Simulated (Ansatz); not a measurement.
**Structure relaxation, TiSi2**

The start is a generated trial cell of TiSi2 in the AFLOW prototype A2B_cP6_224_b_a (C3, as in Cu2O). A full variable-cell relaxation at zero pressure is run with PBE (plane waves to 420 eV, PAW, scalar-relativistic; Ansatz, an electronic-structure program). The first steps use a coarse 5×5×5 k-mesh.

The start:
```
TiSi2
1.0
    4.43105     0.00000     0.00000
    0.00000     4.43105     0.00000
    0.00000     0.00000     4.43105
Si Ti
4 2
Direct
  0.75000   0.75000   0.75000
  0.75000   0.25000   0.25000
  0.25000   0.75000   0.25000
  0.25000   0.25000   0.75000
  0.00000   0.00000   0.00000
  0.50000   0.50000   0.50000
```

**Question.** By how much does the energy per atom fall from start to end?

**Answer.** About 2.9 eV/atom.

**Question.** How does the volume per atom move from start to end?

**Answer.** +106.5 %, from 14.50 to 29.95 Å³/atom.

**Question.** Is the relaxed structure metallic? Give its gap.

**Answer.** Zero (metallic).

**Question.** Write out the relaxed structure.

**Answer.** 
```cif
data_Si4Ti2
_chemical_formula_sum 'Si4 Ti2'
_space_group_name_H-M_alt 'Pn-3m :1'
_space_group_IT_number 224
_space_group_name_Hall 'P 4n 2 3 -1n'
_cell_length_a 5.64298
_cell_length_b 5.64298
_cell_length_c 5.64298
_cell_angle_alpha 90.000
_cell_angle_beta 90.000
_cell_angle_gamma 90.000
loop_
_atom_site_label
_atom_site_type_symbol
_atom_site_symmetry_multiplicity
_atom_site_Wyckoff_symbol
_atom_site_fract_x
_atom_site_fract_y
_atom_site_fract_z
_atom_site_occupancy
Si1 Si 4 c 0.75000 0.75000 0.75000 1
Ti1 Ti 2 a 0.00000 0.00000 0.00000 1
```

The space group stays Pn-3m (No. 224) (the run could not lower it); the end is AFLOW prototype A2B_cP6_224_b_a (C3, as in Cu2O), with 6 atoms in the primitive cell. Final values are on a 8×8×8 k-mesh of the relaxed cell. The start holds a very short contact (Si–Ti 1.92 Å). No spin polarisation in the result. A magnetic state may lie lower.

The run could not lower the symmetry of its start; a shaken copy of this end point relaxes with PBE to P1 (No. 1), 1.65 eV/atom lower.

The relaxed structure here is a generated cell of TiSi2: the first start was made by placing the elements on the sites of a structure type, and the end was not matched to a known phase here, so it may be hypothetical. Known forms of TiSi2 include space group No. 63, 70.
